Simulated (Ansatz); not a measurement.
HfC:
```yaml
crystal:
  lattice:
    - [3.85394, 0.00000, 0.00000]
    - [-1.92697, 3.33761, 0.00000]
    - [0.00000, 0.00000, 4.63615]
  atoms:
    - { symbol: Hf, position: [0.33333, 0.66667, 0.93787] }
    - { symbol: Hf, position: [0.66667, 0.33333, 0.43787] }
    - { symbol: C, position: [0.33333, 0.66667, 0.43713] }
    - { symbol: C, position: [0.66667, 0.33333, 0.93713] }
```

Relaxed with PBE. Special points in fractions of this cell's reciprocal vectors: Γ (0.000, 0.000, 0.000); M (0.500, 0.000, 0.000); K (0.333, 0.333, 0.000); A (0.000, 0.000, 0.500); L (0.500, 0.000, 0.500); H (0.333, 0.333, 0.500).

**Question.** List the band energies nearest the Fermi level at these points for PBE in the plane-wave PAW code Ansatz.

**Answer.** In eV from the Fermi level; about four levels below and three above (degenerate sets whole), none deeper than 8.9 eV; points with the same levels are listed once.

| k | below | above |
|---|---|---|
| Γ | -2.68 -2.68 -2.56 -2.56 -1.91 | 1.32 1.33 1.33 |
| M | -1.93 -1.62 -1.32 -0.19 | 0.26 1.79 3.15 |
| K | -2.31 -2.31 -1.60 -1.60 -0.96 | 0.38 0.68 3.30 |
| A | -3.07 -3.07 -3.07 -3.07 | 4.21 4.21 4.44 4.44 4.44 4.44 |
| L | -2.31 -2.31 -1.58 -1.58 | 2.40 2.40 3.71 3.71 |
| H | -2.30 -2.30 -1.85 -1.85 | 1.48 1.48 4.44 4.44 |

Space group P6_3/mmc. The start of the workflow was typed in or built on a structure type; the Crystallography Open Database copy checked does not list it. It is not the phase usual at ambient conditions (space group No. 225). Symmetry was held in the PBE relaxation; its stability against distortions is not shown here. No spin polarisation was allowed. Point labels and valley counts follow the cell and symmetry of the run, lower than the named group. Spin–orbit coupling is left out wherever it is not named.

Potentials: the later of the program's two PAW sets.
